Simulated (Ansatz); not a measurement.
Ga (diamond, space group No. 227) under volume change, DFT-r²SCAN in the program Ansatz with PAW potentials, scaled uniformly.

```tsv
V (Å³/atom)	E − E(relaxed) (meV/atom)	P (GPa)
21.946	33.1	5.33
22.669	13.8	3.25
23.393	3.3	1.49
24.116	0.0	0.00
24.840	?	?
25.563	11.0	-2.31
26.287	?	?
```

**Question.** Some entries are withheld; supply them.

**Answer.** 
- 26.287, E − E(relaxed) (meV/atom): 23.5
- 26.287, P (GPa): -3.19
- 24.840, E − E(relaxed) (meV/atom): 2.9
- 24.840, P (GPa): -1.25

**Question.** What does a third-order Birch–Murnaghan fit give for V₀, B₀ and B′?

**Answer.** V₀ = 24.12 Å³/atom, B₀ = 45.3 GPa, B′ = 4.7.

Space group Fd-3m (diamond). The start of the workflow was typed in or built on a structure type; neither database checked (COD, Materials Project) lists it. It is not the phase usual at ambient conditions (space group No. 64). Symmetry was held in the r²SCAN relaxation. At this level the phase is mechanically unstable. The volume moved by -21 % from the start of the relaxation.

Potentials: the earlier of the program's two PAW sets.
